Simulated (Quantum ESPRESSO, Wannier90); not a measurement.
## LiCl (rock salt): Wannier90 run

```xyz
2
Lattice="0.0000 2.5421 2.5421 2.5421 0.0000 2.5421 2.5421 2.5421 0.0000" Properties=species:S:1:pos:R:3 pbc="T T T"
Li     0.0000     0.0000     0.0000
Cl     2.5421     2.5421     2.5421
```

Structure: Materials Project mp-22905, symmetrised, not relaxed again. COD (Crystallography Open Database) has an entry of this formula and space group (matched by these alone). Computed values, not measurements, from PBEsol: Quantum ESPRESSO (norm-conserving PseudoDojo potentials, cutoff 60 Ry, no spin polarisation, no spin-orbit coupling) on a Γ-centred 8×8×8 mesh, then Wannier90. Density: 10×10×10 mesh, cold smearing 0.01 Ry.

Functional, cutoff and mesh named above are those of the base row (60); the first column says what each row takes instead. Model: 4 functions from bands 2-5, start SCDM (isolated) (the valence bands). Energies are relative to the valence-band maximum; the misfit is to pw.x on a path, for all bands of the set. Only the plane-wave cutoff changes (density cutoff four times as high). Ω_total can sit in another minimum from row to row; Ω_I of an isolated set cannot.

| ecutwfc (Ry) | Ω_I (Å²) | Ω_total (Å²) | rms misfit (meV) | gap (eV) | ΔE to highest cutoff (meV/atom) | plane waves a k-point, about (cost) |
|---|---|---|---|---|---|---|
| 30 | 3.32 | 4.13 | 1.4 | 6.411 | 2001.3 | 620 |
| 37 | 3.32 | 4.12 | 0.5 | 6.318 | 718.2 | 840 |
| 45 | 3.31 | 4.12 | 0.2 | ? | ? | 1100 |
| 60 | 3.31 | 4.12 | 0.2 | 6.279 | 8.0 | 1700 |
| 74 | 3.31 | 4.12 | 0.2 | 6.277 | 0.1 | 2400 |
| 93 | 3.31 | 4.12 | 0.2 | 6.277 | 0.0 | 3400 |

Question: What belongs in the gaps?

Answer: 
- 45, gap (eV): 6.296
- 45, ΔE to highest cutoff (meV/atom): 191.6
